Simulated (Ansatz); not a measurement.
Relaxed-ion elastic tensor of InP (zinc blende, space group No. 216) in GPa (Voigt order), DFT-PBE in the program Ansatz with PAW potentials; density 4.58 g/cm³, 26.45 Å³ per atom.

```
87.1  45.9  45.9   0.0   0.0   0.0
45.9  87.1  45.9   0.0   0.0   0.0
45.9  45.9  87.1   0.0   0.0   0.0
 0.0   0.0   0.0  41.4   0.0   0.0
 0.0   0.0   0.0   0.0  41.4   0.0
 0.0   0.0   0.0   0.0   0.0  41.4
```

### Question
Is the crystal mechanically stable?

### Answer
Yes: the smallest eigenvalue of C is 41.2 GPa.

### Question
Work out the Voigt, Reuss and Hill averages.

### Answer
K_V = 59.6, K_R = 59.6, K_H = 59.6; G_V = 33.1, G_R = 29.5, G_H = 31.3 GPa.

### Question
Give Young's modulus, Poisson's ratio, Pugh's ratio and the universal anisotropy index.

### Answer
E = 9KG/(3K + G) = 80.0 GPa; ν = 0.28; K/G = 1.90 (ductile by the Pugh limit of 1.75); A_U = 5G_V/G_R + K_V/K_R − 6 = 0.61.

### Question
Estimate the sound speeds and the Debye temperature.

### Answer
v_l = √((K + 4G/3)/ρ) = 4710 m/s, v_t = √(G/ρ) = 2620 m/s, mean 2910 m/s; Θ = (h/k)(3n/4πV)^(1/3) v_m = 291 K.

### Question
Give the Zener ratio and Young's modulus along [100], [110] and [111].

### Answer
A = 2C44/(C11 − C12) = 2.01; 1/E = S11 − 2(S11 − S12 − S44/2)Γ with Γ = 0, 1/4, 1/3 gives 55.5, 83.8, 101 GPa.

### Question
Solve the Christoffel equation for the three sound speeds along [100], [110], [111].

### Answer
Eigenvalues of C_ijkl n_j n_l equal ρv² (piezoelectric stiffening left out). In km/s, slowest first: [100] 3.01, 3.01, 4.36; [110] 2.12, 3.01, 4.86; [111] 2.45, 2.45, 5.01.

Space group F-43m (zinc blende). Symmetry was held in the PBE relaxation; of distortions, only those at the zone centre were tested.

Potentials: the later of the program's two PAW sets.
